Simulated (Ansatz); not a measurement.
# BaNa$_{2}$ squeezed and stretched

A database entry relaxed whole under r2SCAN (P6_3/mmc):

```
CELL_PARAMETERS angstrom
7.40605 0.00000 0.00000
-3.70303 6.41383 0.00000
0.00000 0.00000 11.94077
ATOMIC_POSITIONS crystal
Na 0.00000 0.00000 0.00000
Na 0.00000 0.00000 0.50000
Na 0.83147 0.66295 0.25000
Na 0.16853 0.83147 0.75000
Na 0.33705 0.16853 0.25000
Na 0.16853 0.33705 0.75000
Na 0.83147 0.16853 0.25000
Na 0.66295 0.83147 0.75000
Ba 0.33333 0.66667 0.06083
Ba 0.66667 0.33333 0.56083
Ba 0.33333 0.66667 0.43917
Ba 0.66667 0.33333 0.93917
```

The cell was scaled uniformly, its shape held, and the atoms relaxed at each volume with plane-wave PAW DFT (Ansatz 0.2.0; r2SCAN, 500 eV, 5×5×3 Γ-centred mesh, fermi-dirac occupations of width 0.100 eV; no spin, no spin-orbit coupling). One row is withheld.

```
volume (Å³/atom)  energy over the lowest (meV/atom)  pressure (GPa)
          44.431                                4.2            0.56
          45.376                                1.7            0.36
          46.321                                0.3            0.17
          47.267                                0.0            0.00
          48.212                                  ?               ?
          49.157                                2.2           -0.31
          50.103                                4.6           -0.44
```

Task: Fit the pressures of the other rows to the third-order Birch-Murnaghan form.

Result: With f = [(V₀/V)^(2/3) − 1]/2 and P = 3B₀f(1 + 2f)^(5/2)[1 + 3(B₀′ − 4)f/2], least squares gives V₀ = 47.24 Å³ an atom, B₀ = 8.27 GPa and B₀′ = 3.3; the rows miss the fit by less than 0.01 GPa. The slope of the energies differs from these pressures by less than 0.05 GPa.

Task: What does the withheld row hold?

Result: The fit gives -0.16 GPa at 48.212 Å³; the run gave -0.16 GPa and 0.7 meV an atom.

Caveats: the shape of the cell was held, so B₀ is an upper bound where the axes differ in stiffness; 0 K, fixed nuclei; the symmetry was kept, and this need not be the phase that is stable at 0 K; one mesh for all volumes; every run is gapless at this level; pressure is positive in compression.
